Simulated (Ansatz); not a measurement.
A geometry of SiO₂ away from equilibrium: step 2 of the relaxation of a generated cell, SiO2 placed in the polar-ZrO2 structure type. Computed with r2SCAN (plane waves to 500 eV, PAW, scalar-relativistic; Ansatz, a first-principles code). Γ-centred k-mesh 6×6×6 on the run's cell, Fermi–Dirac smearing 0.05 eV. The plane waves were selected for a different cell earlier on the path.

```
SiO2
1.0
    4.65006     0.00000     0.00000
    0.00000     4.40496     0.00000
    0.00000     0.00000     4.50503
Si O
4 8
Direct
  0.03619   0.26381   0.25103
  0.96381   0.73619   0.75103
  0.53619   0.73619   0.25103
  0.46381   0.26381   0.75103
  0.36722   0.06945   0.11058
  0.63278   0.93055   0.61058
  0.86722   0.93055   0.11058
  0.13278   0.06945   0.61058
  0.22397   0.54093   0.99439
  0.77603   0.45907   0.49439
  0.72397   0.45907   0.99439
  0.27603   0.54093   0.49439
```

**Question.** Give the Cartesian forces on all atoms (eV/Å).

**Answer.** 
```
atom     Fx     Fy     Fz
----  -----  -----  -----
Si1    0.88  -0.95   1.00
Si2   -0.88   0.95   1.00
Si3    0.88   0.95   1.00
Si4   -0.88  -0.95   1.00
O5     0.10  -0.61   0.47
O6    -0.10   0.61   0.47
O7     0.10   0.61   0.47
O8    -0.10  -0.61   0.47
O9    -1.39  -0.53  -1.47
O10    1.39   0.53  -1.47
O11   -1.39   0.53  -1.47
O12    1.39  -0.53  -1.47
```

The path ends in Pbcn (No. 60). No spin polarisation in the result.

The run could not lose the symmetry of its start; a randomly shaken copy of 12 atoms returns to this structure.

The first start was generated by placing the elements on the sites of a structure type. Materials Project lists a structure of SiO2 in the same space group, Pbcn (No. 60); the sites were not compared with it, nor with measured phases. Known forms of SiO2 include space group No. 92, 136, 152, 154.
